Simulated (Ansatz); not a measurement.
# Sensitivity of the gradients in La4MgTi3O12 to the input

Cell: a computed structure from the Materials Project (it need not be an observed phase), atoms as given.

Space group R-3:H (No. 148); a = 5.6561, c = 27.6417 Å, γ = 120.00°.

| site | Wyckoff | site symmetry | x | y | z |
| --- | --- | --- | --- | --- | --- |
| La1 | 6c | 3. | 0.0000 | 0.0000 | 0.1338 |
| La3 | 6c | 3. | 0.0000 | 0.0000 | 0.2790 |
| Mg | 3b | -3. | 0.0000 | 0.0000 | 0.5000 |
| Ti6 | 3a | -3. | 0.0000 | 0.0000 | 0.0000 |
| Ti7 | 6c | 3. | 0.0000 | 0.0000 | 0.4072 |
| O9 | 18f | 1 | 0.0851 | 0.3283 | 0.4560 |
| O15 | 18f | 1 | 0.0959 | 0.3330 | 0.6263 |

One atom of each set is listed; the run and its k-mesh use a cell of 20 atoms with edges of 9.78, 9.78, 9.78 Å.

Reference run. Method: Kohn–Sham DFT in Ansatz, PBE, plane waves and PAW, scalar-relativistic, 420 eV cutoff, Γ-centred 7×7×7 k-points, Fermi–Dirac smearing 0.05 eV.

Q: The input is changed as follows: `total_charge`: not typed → -1; `scf.occupations.method`: fermi_dirac → gaussian; `scf.occupations.width`: 0.05 → 0.1. What happens to V_zz (10²¹ V/m²) and η?

A: 

```csv
site,V_zz reference,η reference,V_zz changed,η changed
La1,14.04,0.00,13.49,0.00
La3,7.41,0.00,8.09,0.00
Mg,-0.075,0.00,-0.13,0.00
Ti6,1.21,0.00,1.36,0.00
Ti7,1.63,0.00,1.44,0.00
O9,1.78,0.56,1.49,0.63
O15,-0.90,0.56,1.05,0.94
```

The largest change of V_zz along a kept axis is on La3, from 7.41 to 8.09. In per cent, |V_zz| changes by -4 to +9 on La (all sites that start above 2). On O15 the largest principal value lies along another axis in the second run, so the two V_zz can't be compared directly. The changed cell holds a charge of -1 on a uniform background, so it isn't the neutral crystal. It has an odd number of electrons and no spin polarisation, so the extra carrier is shared by both spins and spread out, where a real one carries spin and can localise. At these positions the changed run has forces up to 0.4 eV/Å, so its atoms aren't at their own equilibrium. SCF iterations: 9 and 11.

On the reference run: With no gap above 0.1 eV, as in a metal, the gradients converge slowly in k; expect changes of a tenth or more on a denser mesh. Without spin–orbit coupling (the program notes it for La) the gradients can shift somewhat, as the gap is small. Semilocal functionals can leave a metal where correlation in the d or f shell opens a gap in the real compound, and that would change the values at and beside Ti.
